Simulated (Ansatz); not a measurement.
**YSn3: stiffness from a series of strains**

```
CELL_PARAMETERS angstrom
4.66600 0.00000 0.00000
0.00000 4.66600 0.00000
0.00000 0.00000 4.66600
ATOMIC_POSITIONS crystal
Y 0.00000 0.00000 0.00000
Sn 0.00000 0.50000 0.50000
Sn 0.50000 0.00000 0.50000
Sn 0.50000 0.50000 0.00000
```

Atom numbers follow the list: Y1, Sn2, Sn3, Sn4.

The cell is COD entry 4343790, as deposited and not checked against the literature; nothing was relaxed.

Spin polarisation is left out, and whether a magnetic state lies lower isn't shown here.

Spin–orbit coupling is left out, though it moves levels of the heavy atoms by tenths of an eV or more.

Theory: Ansatz 0.2.0, DFT, PBEsol, all-electron LAPW, scalar-relativistic.

Settings: a Γ-centred 8×8×8 k mesh, Fermi–Dirac smearing of 0.05 eV, basis error target 1 meV/atom, no spin polarisation.

The strain is applied along the Cartesian axes of the cell as listed (the other components stay zero). Fractional coordinates are held (clamped ions).

σ is the change of stress from the unstrained cell, which is at -0.83 GPa; tension is positive, so slopes are stress–strain coefficients at that pressure. In a metal the k mesh adds noise.

Only quantities that a quadratic follows smoothly over the whole series are listed; rougher ones are left out.

```
    εzz  σzz (GPa)  σxx (GPa)
-0.0200      -1.42      -1.22
-0.0100      -0.65      -0.61
 0.0000       0.00       0.00
 0.0200       1.26       1.10
```

(1) Fit the series and read off the stiffness at zero strain.

(2) One run, at εzz = 0.0100, is withheld. Predict its row.

## Answers

(1) Least-squares fits y = p0 + p1 x + p2 x² to the rows give σzz (GPa): p1 = 66.7, p2 = -240; σxx (GPa): p1 = 58.1, p2 = -140. So C11 = 67 GPa and C12 = 58 GPa, which gives B = (C11 + 2 C12)/3 = 61 GPa.

(2) The fits give 0.66, 0.56; the run gave 0.62, 0.58.
